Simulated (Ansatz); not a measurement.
**Mg₂CdSe₃: stable or not**

The structure comes from a generated guess, relaxed at this level; another structure or a mixture of phases may lie lower.

All numbers below come from Ansatz, DFT PBE, scalar-relativistic, plane waves, PAW. Plane waves to 420 eV, a 12×12×4 mesh through Γ for the 6-atom cell and 0.02 eV Gaussian smearing; no spin polarisation.

```
Mg Cd Se
1.0
     3.95354    0.00000    0.00000
    -1.97677    3.42387    0.00000
     0.00000    0.00000    9.68583
Mg Cd Se
2 1 3
Direct
  0.33333 0.66667 0.66281
  0.66667 0.33333 0.33719
  0.00000 0.00000 0.00000
  0.00000 0.00000 0.50000
  0.33333 0.66667 0.17581
  0.66667 0.33333 0.82419
```

The zero of energy is the elements' standard structures at the same level; no fitted shifts are applied.

**Question.** These tests were run: energy against the elements; random kick, then relaxation without symmetry; phonons on a 2×2×1 q mesh. What do they show?

**Answer.**

```json
{"test": "energy against the elements", "result": "−0.976 eV/atom"}
{"test": "random kick, then relaxation without symmetry", "result": "returns"}
{"test": "phonons on a 2×2×1 q mesh", "result": "no imaginary mode on the mesh"}
```

It fails none of these tests. Whether a mixture of other phases lies lower isn't tested here.

The reference form of Se is held partly by dispersion forces, which this level lacks. The kick test ran on a coarse mesh. The run for the phonons used a 12×12×4 k mesh. Another cell of Mg2CdSe3 relaxed alike, in P3m1, lies 68 meV/atom lower, so this cell isn't the stable form at this level.
